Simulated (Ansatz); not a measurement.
AlN:
```
AlN
1.0
    3.10480     0.00000     0.00000
   -1.55240     2.68884     0.00000
    0.00000     0.00000     4.96831
Al N
2 2
Cartesian
  1.55240   0.89628   2.47918
  0.00000   1.79256   4.96333
  1.55240   0.89628   4.37709
  0.00000   1.79256   1.89293
```

Relaxed with HSE06.

Task: Give the Bader charges and basin volumes of the independent atoms, DFT-HSE06 in the program Ansatz with PAW potentials.

Result: 

```
atom  Bader charge (e)  Bader volume (Å³)
----  ----------------  -----------------
Al1              +2.47                3.8
N3               -2.47               16.9
```

Space group P6_3mc (wurtzite). Symmetry was held in the HSE06 relaxation.

Potentials: the earlier of the program's two PAW sets.
